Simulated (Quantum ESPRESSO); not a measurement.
# Computed records: MgAl6GaN7O (made-up cell)

All values are calculated (Quantum ESPRESSO 7.5). Calculation on a made-up crystal cell, not a measurement, with one named mistake planted (healthy values lack it): periodic Kohn-Sham density functional theory in plane waves with PseudoDojo standard norm-conserving scalar-relativistic pseudopotentials, each functional with its own files (v0.5 for PBE, v0.4.1 for LDA and PBEsol), no spin polarisation, no spin-orbit coupling, atoms not relaxed, stress positive in tension, energies less a fixed whole-eV offset for each atom's element; levels are Kohn-Sham levels at fractions of this cell's reciprocal vectors, counted from the reference band (half the neutral cell's valence electrons, rounded up) at Gamma; error bars cover cutoff and k-mesh only, not smearing or the files; each bar is the largest change over components, and at least 0.002 eV, 0.002 eV per angstrom or 0.02 GPa; a charged cell sits in a uniform background, with energy and stress on this program's zero of potential; no dispersion term; energies are for the whole cell, and the offsets were chosen from early runs and are not element reference energies; a distance is the largest change of any value in units of its error bar (the energy's for the smearing term), a scale change is of lengths, and a coarse mesh keeps the half-step shift; machines and their load varied, so run times do not measure scaling.

Entry: MgAl6GaN7O (made-up cell)

Intended structure:
```
MgAl6GaN7O
1.0
      3.1807    -0.0281     0.0046
     -0.0487     5.4747    -0.0753
      0.0151    -0.1420    10.5960
Al Ga Mg Al O N
2 1 1 4 1 7
Direct
  -0.00529 0.00093 0.00459
  0.50123 0.50216 -0.00094
  0.48615 0.15195 0.25938
  0.03764 0.66636 0.25331
  -0.00793 0.00416 0.50408
  0.51393 0.48629 0.49189
  0.47850 0.16560 0.75463
  -0.00593 0.65858 0.74984
  0.01148 0.00085 0.18771
  0.49036 0.49634 0.17860
  0.48195 0.17856 0.44095
  0.00512 0.66915 0.43083
  -0.01043 -0.01249 0.68024
  0.49971 0.50513 0.69427
  0.49373 0.16720 0.94380
  0.02284 0.66792 0.93878
```

| Item | Value |
| --- | --- |
| lattice type | doubled wurtzite |
| intended functional | pbe |
| intended cutoff | 1143 eV |
| intended fermi dirac smearing | 0.025 eV |
| intended scf tolerance | 1e-07 eV |
| intended electrons removed | 0 |
| healthy free energy less offsets | -4.683 eV |
| healthy scf iterations | 16 |
| healthy smearing term minus ts | 0 eV |
| healthy pressure | -5.66 GPa |
| healthy stress xx | 3.39 GPa |
| healthy stress yy | 3.92 GPa |
| healthy stress zz | 9.68 GPa |
| healthy stress yz | -5.06 GPa |
| healthy stress xz | 0.7 GPa |
| healthy stress xy | -1.86 GPa |
| healthy reference band | 41 |
| fault kind | wrong charge |
| fault electrons removed | 1 |
| faulty run command | mpirun -np 4 pw.x -nk 4 -in in |
| faulty run processor | AMD EPYC, older, virtual cores |
| intended k mesh | 7 x 4 x 2, shifted by half a step |
| structure shown | as intended, without the mistake |
| faulty free energy less offsets | -11.67 eV |
| faulty scf iterations | 20 |
| faulty smearing term minus ts | -0.01332 eV |
| faulty pressure | -14.89 GPa |
| faulty stress xx | 14.69 GPa |
| faulty stress yy | 11.46 GPa |
| faulty stress zz | 18.51 GPa |
| faulty stress yz | -4.426 GPa |
| faulty stress xz | 0.7476 GPa |
| faulty stress xy | -1.848 GPa |
| faulty reference band | 41 |
| other mistakes compared | 7 |
| distance from healthy | 1781 error bars |
| distance from nearest other mistake | 721 error bars |
| healthy error bar energy | 0.003923 eV |
| healthy error bar stress | 0.02 GPa |
| healthy error bar force | 0.003474 eV/Å |
| healthy error bar next band up | 0.002 eV |
| faulty wall time of scf and band steps on a shared machine | 240.4 s |

Atoms:
```
atoms element  atom site  atom energy offset (eV)
           Al          1                      -64
           Al          2                      -64
           Ga          3                    -2080
           Mg          4                    -1617
           Al          5                      -64
           Al          6                      -64
           Al          7                      -64
           Al          8                      -64
            O          9                     -452
            N         10                     -283
            N         11                     -283
            N         12                     -283
            N         13                     -283
            N         14                     -283
            N         15                     -283
            N         16                     -283
```

Healthy forces:
```
site  x (eV/Å)  y (eV/Å)  z (eV/Å)
   1     0.076     0.024    -1.237
   2     0.448     0.017      1.02
   3     0.907     3.891    -0.916
   4    -1.624    -1.114    -1.341
   5    -0.208    -1.541     -0.42
   6    -0.305     4.393     0.868
   7      0.43    -0.325    -0.664
   8     0.517      0.82     0.127
   9    -0.978    -0.251    -1.118
  10     1.568    -2.055    -0.428
  11      0.45    -3.139    -0.135
  12     0.033    -0.031     3.735
  13    -0.181     1.115     1.799
  14    -0.448    -1.505    -0.669
  15     0.217    -0.801    -0.381
  16    -0.903     0.502     -0.24
```

Healthy levels:
```
level k point  next band up (eV)
        Gamma               0.46
(1/2,1/2,1/2)              2.542
   (0.15,0,0)              1.303
   (0,0.15,0)              0.808
   (0,0,0.15)              0.551
```

Faulty forces:
```
site  x (eV/Å)  y (eV/Å)  z (eV/Å)
   1   0.04712     0.116    -1.429
   2    0.4521  -0.06527   -0.2888
   3    0.9054     2.854    -0.312
   4    -1.456  -0.04051   -0.7696
   5    -0.249    -1.057   -0.4502
   6   -0.2677     3.867     1.283
   7    0.4135   -0.3237   -0.4976
   8    0.5127    0.7622    0.1834
   9    -1.017  -0.01405    -1.029
  10      1.51    -2.256   -0.4387
  11    0.4656    -3.062   -0.4703
  12  -0.04244  -0.08855     3.314
  13   -0.1762    0.9842     1.618
  14   -0.4546    -1.367    -0.834
  15    0.2318   -0.6936  -0.08645
  16   -0.8749    0.3842    0.2084
```

Faulty levels:
```
level k point  next band up (eV)
        Gamma              1.811
(1/2,1/2,1/2)              4.022
   (0.15,0,0)              2.632
   (0,0.15,0)              2.127
   (0,0,0.15)              1.899
```
